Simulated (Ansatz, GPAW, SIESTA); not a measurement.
# AlSn: 9 runs at one level of theory

```
CELL_PARAMETERS angstrom
4.19811 0.00000 0.00000
-2.09905 3.63567 0.00000
0.00000 0.00000 3.30685
ATOMIC_POSITIONS crystal
Sn 0.33333 0.66667 0.50000
Al 0.00000 0.00000 0.00000
```

The cell comes from a database or a generator and needn't be the stable form of this composition.

Alike in all runs: task band structure; functional PBE; k mesh 7 × 7 × 8; occupations fermi-dirac, width 0.05 eV; no spin polarisation; no spin-orbit coupling. Pressure is positive in compression and, in plane waves, holds the error of the finite cutoff, which Ansatz's Pulay term estimates and takes out.

| program and potentials | plane-wave cutoff (eV) | notes | pressure (GPa) |
| --- | --- | --- | --- |
| Ansatz, Ansatz PAW | 420 | 8.5 valence electrons an atom on average; Pulay term of +0.04 GPa included | 0.25 |
| GPAW, GPAW PAW data sets (gpaw-data 1.2.1) | 600 | 8.5 valence electrons an atom on average | 0.13 |
| Ansatz, all-electron LAPW, scalar-relativistic | - | - | 0.25 |
| Ansatz, Ansatz PAW (files of its older set among them) | 900 | 16.5 valence electrons an atom on average | 0.25 |
| Ansatz, Ansatz NC | 980 | 8.5 valence electrons an atom on average | 0.27 |
| Ansatz, PseudoDojo stringent (PBE files) | 1388 | 12.5 valence electrons an atom on average | 0.21 |
| SIESTA, files PseudoDojo sr-pbe-0.4.1-standard, DZP (energy shift 0.003 Ry; two zetas on semicore shells) | - | atomic basis; 8.5 valence electrons an atom on average | 0.47 |
| Ansatz, JTH PAW | 6600 | 8.5 valence electrons an atom on average | 0.26 |
| Ansatz, SPMS NC | 490 | 8.5 valence electrons an atom on average; Pulay term of +0.28 GPa included | 0.28 |

The pressure spans 0.13 (GPAW, GPAW PAW data sets (gpaw-data 1.2.1)) to 0.47 GPa (SIESTA, files PseudoDojo sr-pbe-0.4.1-standard, DZP (energy shift 0.003 Ry; two zetas on semicore shells)), with all-electron results at 0.25. Rows in atomic bases carry the error of their basis and grid, which can be large.

The functional is the same throughout but for its coding, so the spread measures potentials, basis and numerics; runs on potential files found faulty are left out.
